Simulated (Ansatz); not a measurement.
SiO2 (space group P6_222)

```cif
data_O6Si3
_chemical_formula_sum 'Si3 O6'
_space_group_name_H-M_alt 'P6222'
_space_group_IT_number 180
_space_group_name_Hall 'P 62 2 (0 0 4)'
_cell_length_a 5.05941
_cell_length_b 5.05941
_cell_length_c 5.54082
_cell_angle_alpha 90.000
_cell_angle_beta 90.000
_cell_angle_gamma 120.000
loop_
_atom_site_label
_atom_site_type_symbol
_atom_site_symmetry_multiplicity
_atom_site_Wyckoff_symbol
_atom_site_fract_x
_atom_site_fract_y
_atom_site_fract_z
_atom_site_occupancy
Si1 Si 3 c 0.50000 0.00000 0.00000 1
O1 O 6 j 0.41650 0.20825 0.16667 1
```

This relaxed cell (volume V₀) is scaled evenly in all directions, its shape held. The atoms relax within the cell's symmetry.

All values below come from r2SCAN (plane waves to 500 eV, PAW, scalar-relativistic; Ansatz, a quantum-chemistry and plane-wave program). k mesh 8×8×6 (Γ-centred), Fermi-Dirac smearing 0.05 eV. E stands for the smeared free energy. Stress and pressure are positive under compression. With the shape held, the modulus is that of even scaling; a crystal free to change shape is softer. SiO2 was relaxed with its symmetry unable to fall. The zero of ΔE is the relaxed starting cell.

The scan covers V/V₀ from 0.900 to 1.100 in 11 points.

### Question
What is the fitted pressure derivative B₀′?

### Answer
2.7.

### Question
What bulk modulus at fixed cell shape B₀ follows from a third-order Birch-Murnaghan fit?

### Answer
146 GPa.

(A scan under strain: stresses follow from slopes of the energy per volume, elastic moduli from its curvatures.)
